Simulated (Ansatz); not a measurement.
CuGe2N3:
```yaml
crystal:
  lattice:
    - [4.79583, -2.77003, 0.00000]
    - [4.79583, 2.77003, 0.00000]
    - [0.00000, 0.00000, 5.22813]
  atoms:
    - { symbol: Cu, position: [0.66140, 0.33860, 0.99623] }
    - { symbol: Cu, position: [0.33860, 0.66140, 0.49623] }
    - { symbol: Ge, position: [0.33078, 0.99786, 0.00830] }
    - { symbol: Ge, position: [0.66922, 0.00214, 0.50830] }
    - { symbol: Ge, position: [0.00214, 0.66922, 0.00830] }
    - { symbol: Ge, position: [0.99786, 0.33078, 0.50830] }
    - { symbol: N, position: [0.33478, 0.03405, 0.64474] }
    - { symbol: N, position: [0.66522, 0.96595, 0.14474] }
    - { symbol: N, position: [0.96595, 0.66522, 0.64474] }
    - { symbol: N, position: [0.03405, 0.33478, 0.14474] }
    - { symbol: N, position: [0.69451, 0.30549, 0.60971] }
    - { symbol: N, position: [0.30549, 0.69451, 0.10971] }
```

This is the PBE-relaxed structure.

All from plane-wave PAW PBE (Ansatz code), unless another level is named. Estimate the electronic character.

metallic (no gap).

Predict the formation energy from the elements (no fitted shifts).

12 kJ/mol of atoms.

What about the density of states at the Fermi level?

0.03 states/eV per atom (mean over ±0.08 eV).

Space group Cmc2_1. The workflow started from a Materials Project entry (that database holds measured and hypothetical structures alike); the Crystallography Open Database copy checked does not list it. Its standing as an ambient phase is unchecked. Symmetry was held in the PBE relaxation; whether a distortion lowers the energy is not shown. No spin polarisation was allowed. A small band overlap can be real or an error of a semilocal functional. The references are the lowest solids computed at this level, not always the standard phases (solids in place of the gases). Scalar-relativistic: spin–orbit coupling is off unless named, which matters more the heavier the elements.

Potentials: the later of the program's two PAW sets.
